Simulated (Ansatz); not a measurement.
The start is a generated cell, HfSi placed in the TiAs structure type. A full variable-cell relaxation at zero pressure is run with r2SCAN (plane waves to 500 eV, PAW, scalar-relativistic; Ansatz, a program for electronic structure). The first steps use a 10×10×3 k-mesh.

Starting cell:
```yaml
crystal:
  lattice:
    - [3.75051, 0.00000, 0.00000]
    - [-1.87525, 3.24803, 0.00000]
    - [0.00000, 0.00000, 12.65281]
  atoms:
    - { symbol: Hf, position: [0.33333, 0.66667, 0.12500] }
    - { symbol: Hf, position: [0.66667, 0.33333, 0.62500] }
    - { symbol: Hf, position: [0.66667, 0.33333, 0.87500] }
    - { symbol: Hf, position: [0.33333, 0.66667, 0.37500] }
    - { symbol: Si, position: [0.00000, 0.00000, 0.00000] }
    - { symbol: Si, position: [0.00000, 0.00000, 0.50000] }
    - { symbol: Si, position: [0.33333, 0.66667, 0.75000] }
    - { symbol: Si, position: [0.66667, 0.33333, 0.25000] }
```

### Question
What pressure does the first self-consistent step give?

### Answer
+2.5 GPa (positive: the cell is compressed).

### Question
What is the largest force in the starting geometry, and on which atom (counted from 1)?

### Answer
1.12 eV/Å, on Hf1, Hf2, Hf3, Hf4 (atoms numbered as listed).

### Question
How much energy is released per atom?

### Answer
0.02 eV/atom.

### Question
How do the shortest distances between atoms change?

### Answer
The closest pairs of elements (up to four, under 3.6 Å), start → end: Hf–Si 2.68 → 2.66 Å; Hf–Hf 3.16 → 3.36 Å.

### Question
Give the final cell and atomic positions.

### Answer

```cif
data_Hf4Si4
_chemical_formula_sum 'Hf4 Si4'
_space_group_name_H-M_alt 'P63/mmc'
_space_group_IT_number 194
_space_group_name_Hall '-P 6c 2c'
_cell_length_a 3.71804
_cell_length_b 3.71804
_cell_length_c 13.00284
_cell_angle_alpha 90.000
_cell_angle_beta 90.000
_cell_angle_gamma 120.000
loop_
_atom_site_label
_atom_site_type_symbol
_atom_site_symmetry_multiplicity
_atom_site_Wyckoff_symbol
_atom_site_fract_x
_atom_site_fract_y
_atom_site_fract_z
_atom_site_occupancy
Hf1 Hf 4 f 0.33333 0.66667 0.12070 1
Si1 Si 2 a 0.00000 0.00000 0.00000 1
Si2 Si 2 d 0.66667 0.33333 0.25000 1
```

The space group stays P6₃/mmc (No. 194) (the run could not lower it); the end is AFLOW prototype AB_hP8_194_ad_f (B_i, as in TiAs), with 8 atoms in the primitive cell. Final values are on a 14×14×4 k-mesh of the relaxed cell. No spin polarisation in the result.

The run could not lose the symmetry of its start, so the end can be a saddle point.

The relaxed structure here is a generated cell of HfSi: the first start was made by placing the elements on the sites of a structure type, and the end was not matched to a known phase here, so it may be hypothetical.
